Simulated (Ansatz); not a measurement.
## LaTl: what a change of element does

Level of theory: DFT, PBEsol, scalar-relativistic, spin polarisation where moments were expected; plane waves to 420 eV with PAW datasets (Ansatz 0.2.0), Gaussian smearing of 0.05 eV.

LaTl was relaxed to zero pressure in the CsCl-type structure.

The structure is cubic, space group Pm-3m (No. 221). Conventional cell: a = 3.917 Å, b = 3.917 Å, c = 3.917 Å, α = 90.00°, β = 90.00°, γ = 90.00°. Around La (site symmetry m-3m) lie 8 Tl at 3.39 Å. Around Tl (site symmetry m-3m) lie 8 La at 3.39 Å. Neighbours are those within 15 % of a site's shortest distance, so a longer bond may be listed from one end only.

Results for LaTl: a (Å) 3.917, V (Å³/atom) 30.05, shortest unlike bond (Å) 3.39, gap (eV) metal, B0 (GPa) 54, E_f (eV/atom) -0.46.

**Question.** All La is replaced by Y and the cell relaxed again in the same space group. What comes out?

**Answer.** YTl: a (Å) 3.735, V (Å³/atom) 26.05, shortest unlike bond (Å) 3.23, gap (eV) metal, B0 (GPa) 66, E_f (eV/atom) -0.47.

The volume changes by −13.3 %, or −4.7 % in mean length, and the shortest unlike bond by -0.16 Å. The bulk modulus goes from 53.5 to 65.7 GPa, as V^−1.4: with like bonding the larger cell is the softer.

The heavy elements are treated without spin–orbit coupling. The PAW datasets are PBE ones. E_f is the formation energy from the elements run alike, at 0 K, without zero-point energy; it is good to about 0.01 eV/atom as a calculation.

All runs used the PAW datasets of the set soft_2.
